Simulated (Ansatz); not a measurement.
5 guesses for ScSiS4 and where they end

All numbers below come from Ansatz 0.2.0, DFT PBE, scalar-relativistic, plane waves, PAW. Settings: cutoff 420 eV, Γ-centred meshes spaced at most about 0.3 Å⁻¹, and about 0.25 Å⁻¹ or finer for metals (2π included), Gaussian smearing. No spin polarisation in the final relaxations.

Each guess was relaxed in cell and atoms at zero pressure, within the symmetry of its start. All energies are static (0 K, no zero-point motion). Coordination counts S or Si atoms around Sc (for each partner element, those within 1.25 times its shortest distance or 1.15 times the sum of covalent radii, where it is the nearest in units of that sum or under 1.3; a plus sign parts groups by distance over the sum of covalent radii).

| guess | made from | start group | V start (Å³/atom) | end group | V end (Å³/atom) | coordination at the end | gap on mesh (eV) | E over the lowest end (meV/atom) |
| --- | --- | --- | --- | --- | --- | --- | --- | --- |
| 1 | DyErC4 type | P4/mmm | 17.3 | P4/mmm | 21.3 | Sc 8 | 0 | 57 |
| 2 | random cell | P6/mmm | 24.4 | P6/mmm | 30.0 | Sc 8 | 0 | 160 |
| 3 | LaGdC4 type | Cmmm | 18.6 | ? | ? | ? | ? | ? |
| 4 | random cell | P4mm | 14.2 | P4mm | 28.5 | Sc 5 | 0 | 0 |
| 5 | GdInNi4 type | F-43m | 19.7 | F-43m | 17.3 | Sc 16 | 0 | 922 |

Guess 3 as it starts:

```
Sc Si S
1.0
     2.87047   -3.39466    0.00000
     2.87047    3.39466    0.00000
     0.00000    0.00000    5.73592
Sc Si S
1 1 4
Direct
  0.00000 0.00000 0.00000
  0.50000 0.50000 0.50000
  0.60108 0.39892 0.00000
  0.10041 0.89959 0.50000
  0.89959 0.10041 0.50000
  0.39892 0.60108 0.00000
```

Question: Predict the end of this guess and its energy over the lowest end.

Answer: It ends in space group Cmmm (No. 65), with a = 4.925 Å, b = 8.994 Å, c = 5.003 Å, 18.5 Å³/atom and no gap. It lies 67 meV/atom over the lowest end, above guess 1 and below guess 2. Counting S or Si atoms around Sc, this end has Sc 8+6 and the lowest (guess 4) has Sc 5. This end and the lowest (guess 4) both hold S–S pairs.

```
CELL_PARAMETERS angstrom
2.46232 -4.49724 0.00000
2.46232 4.49724 0.00000
0.00000 0.00000 5.00335
ATOMIC_POSITIONS crystal
Sc 0.00000 0.00000 0.00000
Si 0.50000 0.50000 0.50000
S 0.63780 0.36220 0.00000
S 0.11797 0.88203 0.50000
S 0.88203 0.11797 0.50000
S 0.36220 0.63780 0.00000
```

Formation energies are uncorrected and refer to the elements' standard structures at the same level.

Question: Is the lowest end bound against the elements?

Answer: Yes: its formation energy is −0.41 eV/atom. It lies below the elements, which doesn't yet make it stable against other compounds or structures.

For metals, differences of a few meV/atom aren't resolved. Weakly bound directions are ill-defined at this level, which has no dispersion term (P4mm, P4/mmm), and this can change margins and order among such cells. In P4mm, P4/mmm, Cmmm, P6/mmm, F-43m an odd number of electrons in the primitive cell allows no gap without spin; a larger cell or a magnetic state could open one. A magnetic state wasn't ruled out in cells without spin, among them P4mm. The reference form of S is held partly by dispersion forces, which this level lacks. Cells relaxed within their symmetry can be saddle points. A lower structure may well exist outside this small set. Some candidate types were left out of the draw beforehand, so a known form may be missing.
